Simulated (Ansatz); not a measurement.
**MgZn3Se3S: rattling a relaxed structure**

The structure comes from a proposed guess, relaxed at this level; another structure or a mixture of phases may lie lower.

All numbers below come from DFT PBE, scalar-relativistic, plane waves, PAW (Ansatz). Cutoff 420 eV; k points 4×4×4 on the computed 16-atom cell (Γ-centred); Gaussian smearing, width 0.02 eV; no spin polarisation.

The cell below (16 atoms, space group Pmn2_1 (No. 31)) is relaxed within its symmetry.

```
Mg Zn Se S
1.0
     8.08099    0.00000    0.00000
     0.00000    7.02648    0.00000
     0.00000    0.00000    6.61744
Mg Zn Se S
2 6 6 2
Cartesian
  4.0405 1.0548 3.2716
  0.0000 5.9717 6.5803
  6.0073 4.7012 3.2802
  2.0737 4.7012 3.2802
  0.0000 1.2294 3.3974
  1.9668 2.3253 6.5889
  6.1142 2.3253 6.5889
  4.0405 5.7971 0.0887
  0.0000 5.9095 2.5620
  6.1042 2.3672 2.4556
  1.9768 2.3672 2.4556
  4.0405 1.1170 5.8707
  6.0173 4.6593 5.7643
  2.0637 4.6593 5.7643
  4.0405 5.7543 2.4584
  0.0000 1.2722 5.7671
```

For the test it was strained at random (σ = 1.5 % a component), the atoms were moved at random (σ = 0.05 Å), and all was relaxed again on a coarse 2×2×2 mesh (in the run’s order of axes) with 0.10 eV smearing, with no symmetry imposed.

Task: Is the structure stable against such a distortion?

Result: It returns, within 1 meV/atom of the unmoved cell on that mesh and with the same symmetry when read at 0.1 Å. No instability shows in this cell; modes of other wave vectors, which need another repeat, aren't tested.
